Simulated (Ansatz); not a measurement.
NaF (rock salt) is sheared across one {110} plane: the third cell vector gains the shift, so faults repeat every 4.9 Å. The cut lies between planes 1.62 Å apart; the cell height is held.

```yaml
crystal:
  lattice:
    - [3.24880, 0.00000, 0.00000]
    - [0.00000, 4.59450, 0.00000]
    - [1.62440, 2.29725, 4.87321]
  atoms:
    - { symbol: F, position: [0.00000, 0.00000, 0.83333] }
    - { symbol: F, position: [0.33333, 0.33333, 0.16667] }
    - { symbol: F, position: [0.66667, 0.66667, 0.50000] }
    - { symbol: Na, position: [0.33333, 0.83333, 0.16667] }
    - { symbol: Na, position: [0.66667, 0.16667, 0.50000] }
    - { symbol: Na, position: [0.00000, 0.50000, 0.83333] }
```

In-plane vectors a = (3.249, 0.000) Å, b = (0.000, 4.595) Å, area 14.93 Å². The shift is s times the vector a (length 3.249 Å), so s = 1 restores the start. Atoms relax along the normal only. γ = [E(shift) − E(0)] / area.

Method: r2SCAN (plane waves to 500 eV, PAW, scalar-relativistic; Ansatz, a program for electronic structure). k mesh 9×9×9 (Γ-centred), Fermi-Dirac smearing 0.05 eV. E is the zero-smearing estimate. Compression counts positive. Some relaxations began with atoms very close together and may have settled on another branch. Faults lie only 4.9 Å apart, and holding the cell height raises γ above its relaxed value. NaF was relaxed with its symmetry unable to fall. The zero of γ is zero shift.

```
s      γ (meV/Å²)  σ normal to the fault (GPa)
-----  ----------  ---------------------------
0.000         0.0                          0.0
0.083           …                          1.5
0.167        17.5                          4.8
0.250        28.7                          8.1
0.333        37.7                         10.9
0.417           …                         12.7
0.500        45.4                         13.4
0.583           …                         12.7
0.667        37.7                         10.9
0.750        28.7                          8.1
0.833        17.5                          4.8
0.917           …                          1.5
```

Question: Some entries are withheld; supply them.

Answer: 
- 0.083, γ (meV/Å²): 5.9
- 0.417, γ (meV/Å²): 43.5
- 0.583, γ (meV/Å²): 43.5
- 0.917, γ (meV/Å²): 5.9

(The slope of γ gives the shear force per area between the displaced halves; near zero shift its curvature is an elastic stiffness.)
